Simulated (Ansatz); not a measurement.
Data:

CoPtO₂:
```xyz
4
Lattice="1.4045 0.8109 5.9038 -1.4045 0.8109 5.9038 0.0000 -1.6218 5.9038" Properties=species:S:1:pos:R:3 pbc="T T T"
Pt     0.0000     0.0000     0.0000
Co     0.0000     0.0000     8.8557
O      0.0000     0.0000     1.9878
O      0.0000     0.0000    15.7236
```

This is the PBEsol-relaxed structure.

Problem. All from PBEsol in the plane-wave PAW code Ansatz, unless another level is named. Give the electronic character.

Solution. metallic (no gap).

Problem. Next, the density of states at the Fermi level?

Solution. 0.12 states/eV per atom (mean over ±0.08 eV).

Problem. Give the formation energy from the elements (no fitted shifts).

Solution. -0.88 eV/atom.

Problem. Give the gap with spin–orbit coupling.

Solution. none (metallic).

Space group R-3m. The PBEsol relaxation kept the symmetry of its start. The workflow began spin-polarised and lost its moments. The volume moved by -17 % from the start of the relaxation. No Hubbard U is applied. The compound may be a true metal, but semilocal functionals without U, or a wrong spin order, can also close a gap. The references are the lowest solids computed at this level, not always the standard phases (solids in place of the gases). Scalar-relativistic: spin–orbit coupling is off unless named, which matters more the heavier the elements.

Potentials: the later of the program's two PAW sets.
